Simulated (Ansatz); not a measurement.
# Al4B3P: zone-centre modes

Method: DFT PBE, scalar-relativistic, plane waves, PAW (Ansatz 0.2.0). Cutoff 420 eV, 12×12×2 k-points (Γ-centred), Gaussian smearing of 0.10 eV. No spin polarisation. Phonons by linear response, acoustic sum rule imposed.

Equilibrium structure at this level:
```xyz
16
Lattice="3.0392 0.0000 0.0000 -1.5196 2.6320 0.0000 0.0000 0.0000 23.8197" Properties=species:S:1:pos:R:3 pbc="T T T"
Al    1.5196    0.8773    8.5832
Al    0.0000    0.0000   18.8742
Al    0.0000    0.0000    4.9454
Al    0.0000    0.0000   22.1675
Al    0.0000    0.0000    1.6522
Al    0.0000    1.7547   15.2365
Al    0.0000    1.7547   10.8044
Al    1.5196    0.8773   13.0153
B     1.5196    0.8773   20.5566
B     0.0000    1.7547   20.4949
B     0.0000    1.7547    3.2631
B     1.5196    0.8773    3.3247
B     0.0000    1.7547   23.8041
B     1.5196    0.8773    0.0155
P     0.0000    1.7547    6.7133
P     1.5196    0.8773   17.1064
```

The structure comes from a proposed guess, relaxed at this level; another structure or a mixture of phases may lie lower. In a metal, frequencies depend on the k mesh and the smearing, soft modes most.

Q: Is this structure stable against zone-centre distortions?

A: Yes, at Γ: no optical mode is imaginary. Strains and other wave vectors aren't tested by this run.

Q: List the optical modes at Γ (i marks imaginary ones).

A:
```
frequency (meV)  degeneracy
            5.3           2
            6.5           2
           10.3           2
           12.2           2
           14.1           1
           14.6           1
           16.1           2
           16.8           2
           19.6           2
           20.6           2
           24.1           2
           26.8           2
           27.6           1
           28.2           1
           30.9           2
           32.9           2
           36.6           1
           36.7           1
           39.9           1
           43.9           1
           49.0           1
           49.1           1
           52.0           1
           54.7           1
           57.9           1
           58.3           1
           62.7           1
          114.1           2
          115.7           2
          116.8           2
```
